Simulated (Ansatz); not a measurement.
BaCuTeF:
```
BaCuTeF
1.0
    4.35970     0.00000     0.00000
    0.00000     4.35970     0.00000
    0.00000     0.00000     9.27197
Ba Cu Te F
2 2 2 2
Direct
  0.00000   0.50000   0.65853
  0.50000   0.00000   0.34147
  0.00000   0.00000   0.00000
  0.50000   0.50000   0.00000
  0.50000   0.00000   0.83909
  0.00000   0.50000   0.16091
  0.50000   0.50000   0.50000
  0.00000   0.00000   0.50000
```

Relaxed with PBEsol. Special points in fractions of this cell's reciprocal vectors: Γ (0.000, 0.000, 0.000); X (0.000, 0.500, 0.000); M (0.500, 0.500, 0.000); Z (0.000, 0.000, 0.500); R (0.000, 0.500, 0.500); A (0.500, 0.500, 0.500).

Task: List the band energies nearest the valence-band maximum at these points for PBEsol with spin–orbit coupling (plane waves, PAW; program Ansatz).

Result: In eV from the valence-band maximum; about four levels below and three above (degenerate sets whole), none deeper than 8.9 eV; points with the same levels are listed once.

| k | below | above |
|---|---|---|
| Γ | -0.29 -0.29 0.00 0.00 | 0.67 0.67 1.75 1.75 |
| X | -0.95 -0.95 -0.95 -0.95 | 1.82 1.82 1.82 1.82 |
| M | -1.83 -1.83 -1.83 -1.83 | 2.18 2.18 2.18 2.18 |
| Z | -0.33 -0.33 -0.02 -0.02 | 0.89 0.89 1.24 1.24 |
| R | -0.93 -0.93 -0.93 -0.93 | 1.92 1.92 1.92 1.92 |
| A | -1.83 -1.83 -1.83 -1.83 | 2.64 2.64 2.64 2.64 |

Space group P4/nmm. The workflow started from a Materials Project entry (that database holds measured and hypothetical structures alike); the Crystallography Open Database copy checked does not list it. Whether it is the stable phase at ambient conditions was not checked. The PBEsol relaxation kept the symmetry of its start; phonons show weakly imaginary modes. The run is not spin-polarised. No Hubbard U is applied.

Potentials: the later of the program's two PAW sets.
